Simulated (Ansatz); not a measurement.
Here is an unrelaxed guess for Nd₃Au.

Space group Pm-3n (No. 223). a = 6.100 Å, b = 6.100 Å, c = 6.100 Å, α = 90.00°, β = 90.00°, γ = 90.00°
```csv
atom,site,symmetry,x,y,z
Nd,6c,-4m.2,0.2500,0.0000,0.5000
Au,2a,m-3.,0.0000,0.0000,0.0000
```

Method: DFT PBE, scalar-relativistic, plane waves, PAW, and for the lanthanide a 4f-in-core norm-conserving potential (Ansatz 0.2.0). Plane waves to 660 eV, a k mesh through Γ of 4×4×4 on the computed 8-atom cell and Gaussian smearing (0.10 eV); no spin polarisation.

Formation energies are uncorrected and refer to the elements' standard structures at the same level.

Task: Estimate its pressure, forces and energy as it stands.

Result: The pressure is 0.9 GPa (near zero), the largest force is 0.00 eV/Å (symmetry fixes the atoms), and the energy is −0.21 eV/atom against the elements. The shortest distance is 3.05 Å.

Task: Is it a good guess?

Result: A good one: relaxing gains under 0.1 eV/atom (the start's value is from the coarse mesh, so the gain is rough) in 6 ionic steps and ends at −0.21 eV/atom on the finer mesh. The symmetry stays Pm-3n (No. 223). The end has the A15 type. The volume per atom grows by 2.1 %, from 28.4 to 29.0 Å³. The shortest distance goes from 3.05 Å (Nd–Nd) to 3.07 Å (Nd–Nd). Conventional cell: a = 6.143 Å. Nd has 2 Nd at 3.07 Å, 4 Au at 3.43 Å and 8 Nd at 3.76 Å; around Au lie 12 Nd at 3.43 Å.

The last run used a 6×6×6 mesh for its 8-atom cell and Gaussian smearing of 0.10 eV. These runs have no spin–orbit coupling, which can matter for Au. The relaxation can't lower the symmetry of the start, and the grade says only how near the guess is to its own end. A structure relaxed within its symmetry needn't be a true minimum. Another cell of Nd3Au relaxed alike, in P-6m2, lies 77 meV/atom lower, so this cell isn't the stable form at this level.

The lanthanide is trivalent by construction, without f bands, f moments or other valences. The reference runs of the other elements, and any phases without the lanthanide, used 420 eV, which shifts energies against them by under 10 meV/atom. The lanthanide's reference is the lowest of its hcp, dhcp and fcc cells.
